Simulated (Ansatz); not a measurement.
# MgPd (Pm-3m): electronic heat capacity and spin susceptibility from the density of states

Method: Ansatz, DFT r2SCAN, scalar-relativistic, plane waves, PAW.

Cutoff 500 eV; k points 14×14×14 on the computed 2-atom cell (Γ-centred); Gaussian smearing, width 0.10 eV; no spin polarisation.

Relaxed cell: Pm-3m, a = 3.153 Å, b = 3.153 Å, c = 3.153 Å, α = 90.00°, β = 90.00°, γ = 90.00°, 2 atoms in the primitive cell. Whether it is the stable form of this composition wasn't checked.

The density of states at the Fermi level is 0.821 states/eV in the cell of 2 atoms (1 formula unit; both spins, tetrahedra on a 21×21×21 mesh).

Task: What Sommerfeld coefficient and Pauli susceptibility does this give?

Result: Per formula unit N(E_F) = 0.821 states/eV. γ = (π²/3) k_B² N(E_F) N_A = 2.357 mJ/(mol K²) per state/eV, so γ = 1.9 mJ/(mol K²), a mole of formula units. χ_P = μ_B² N(E_F) N_A = 3.23×10⁻⁵ emu/mol per state/eV gives 2.7×10⁻⁵ emu/mol. This is the bare band result: a measured γ of the same phase is as a rule larger by a factor 1 + λ from phonons and spin fluctuations, the spin part of χ is larger by the Stoner factor, and a measured χ also holds orbital and core terms. N(E_F) at one energy is sensitive to the mesh where the density of states has sharp peaks.

Cost: 1 run of about 0.45 core-minutes, on Arm Neoverse V2 (shared hosts).